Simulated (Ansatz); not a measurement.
## O, first-principles data

O:
```
O
1.0
    0.00000     1.76742     1.76742
    1.76742     0.00000     1.76742
    1.76742     1.76742     0.00000
O
1
Direct
  0.00000   0.00000   0.00000
```
The run is spin-polarised; directions of the spins, atom by atom: ↑.

Space group Fm-3m (No. 225), fcc (Cu type); conventional cell a = b = c = 3.5348 Å, α = β = γ = 90.00°.

Method: PBE+D3(BJ) in the plane-wave PAW code Ansatz. Geometry: relaxed at this level of theory. Other levels are named where they apply.

**Cell and energy**

```
Quantity              Value
---------------  ----------
Volume per atom    11.04 Å³
Density          2.41 g/cm³
```

**Electronic structure**

```
Quantity                                                                    Result
------------------------------------  --------------------------------------------
Electronic character                                             metallic (no gap)
Density of states at the Fermi level  0.33 states/eV per atom (mean over ±0.08 eV)
```

**Magnetism**

```
Property                  Result
--------------  ----------------
Magnetic order     ferromagnetic
Net moment      2.00 μB per atom
```

**Mechanics**

```
Quantity                                                                      Result
--------------------------------------------  --------------------------------------
Bulk modulus (Birch–Murnaghan fit)                                          60.1 GPa
Pressure derivative B′                                                           5.0
Elastic constants (relaxed ions, GPa)             C11 = 78.0, C12 = 50.8, C44 = 23.8
Mechanical stability                          stable (all eigenvalues of C positive)
Hill bulk and shear moduli                                         59.9 and 19.0 GPa
Young's modulus                                                             51.5 GPa
Poisson's ratio                                                                 0.36
Debye temperature from the elastic constants                                   423 K
```

The cell is a constructed one: a structure type filled with these elements; neither database checked (COD, Materials Project) lists it. It is not the usual solid phase (space group No. 12). The cell was relaxed with PBE+D3(BJ) under the symmetry of its start; whether a distortion lowers the energy is not shown. Spin order of the final state: ferromagnetic, chosen from 3 collinear starts compared on coarse meshes (ties went to the first, and starts can fall back to one state), not a proven ground state. The substance is a gas or liquid at ambient conditions. No Hubbard U is applied. As this level gives no gap, shear constants depend on the k-mesh and smearing (Fermi–Dirac, 0.1 eV here).

Potentials: the later of the program's two PAW sets.
